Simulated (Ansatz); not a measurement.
Y₃Si₅:
```yaml
crystal:
  lattice:
    - [6.49849, 0.00000, 0.00000]
    - [-3.24925, 5.62786, 0.00000]
    - [0.00000, 0.00000, 4.15436]
  atoms:
    - { symbol: Y, position: [0.00000, 0.64554, 0.00000] }
    - { symbol: Y, position: [0.64554, 0.00000, 0.00000] }
    - { symbol: Y, position: [0.35446, 0.35446, 0.00000] }
    - { symbol: Si, position: [0.66667, 0.33333, 0.50000] }
    - { symbol: Si, position: [0.33333, 0.66667, 0.50000] }
    - { symbol: Si, position: [0.00000, 0.26256, 0.50000] }
    - { symbol: Si, position: [0.26256, 0.00000, 0.50000] }
    - { symbol: Si, position: [0.73744, 0.73744, 0.50000] }
```

Relaxed with PBEsol. Special points in fractions of this cell's reciprocal vectors: Γ (0.000, 0.000, 0.000); M (0.500, 0.000, 0.000); K (0.333, 0.333, 0.000); A (0.000, 0.000, 0.500); L (0.500, 0.000, 0.500); H (0.333, 0.333, 0.500).

Q: List the band energies nearest the Fermi level at these points for PBEsol in the plane-wave PAW code Ansatz.

A: In eV from the Fermi level; about four levels below and three above (degenerate sets whole), none deeper than 8.9 eV; points with the same levels are listed once.

```
k                                below                above
-  -----------------------------------  -------------------
Γ        -1.62 -1.62 -1.05 -1.05 -0.46  0.91 1.12 1.81 1.81
M              -1.96 -1.95 -0.65 -0.05       0.78 0.94 1.71
K  -1.99 -1.99 -1.99 -1.24 -1.10 -1.10  1.40 1.40 1.59 1.59
A              -2.42 -2.27 -2.27 -1.49  0.18 0.18 0.50 0.50
L              -2.69 -2.22 -2.01 -1.54       0.19 0.49 1.42
H              -2.05 -2.05 -1.79 -1.79       0.06 0.34 0.34
```

Space group P-62m. The start of the workflow was typed in or built on a structure type; neither database checked (COD, Materials Project) lists it. Whether it is the stable phase at ambient conditions was not checked. The PBEsol relaxation kept the symmetry of its start; of distortions, only those at the zone centre were tested. The run is not spin-polarised. Spin–orbit coupling is left out wherever it is not named.

Potentials: the later of the program's two PAW sets.
